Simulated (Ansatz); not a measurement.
Data:

TiO$_{2}$:
```
TiO2
1.0
   -1.89925     1.89925     4.85160
    1.89925    -1.89925     4.85160
    1.89925     1.89925    -4.85160
Ti O
2 4
Direct
  0.00000   0.00000   0.00000
  0.75000   0.25000   0.50000
  0.95641   0.45641   0.50000
  0.20641   0.20641   0.00000
  0.79359   0.79359   0.00000
  0.54359   0.04359   0.50000
```

This is the PBE-relaxed structure.

Question: All from DFT-PBE in the program Ansatz with PAW potentials, unless another level is named. Estimate the smallest direct gap on the standard path.

Answer: 2.43 eV.

Question: What about the conduction-band minimum?

Answer: at Γ.

Question: Give the valence-band maximum.

Answer: on the Γ–X line, 86 % of the way from Γ.

Space group I4_1/amd (anatase). The PBE relaxation kept the symmetry of its start. The run is not spin-polarised.

Potentials: the earlier of the program's two PAW sets.
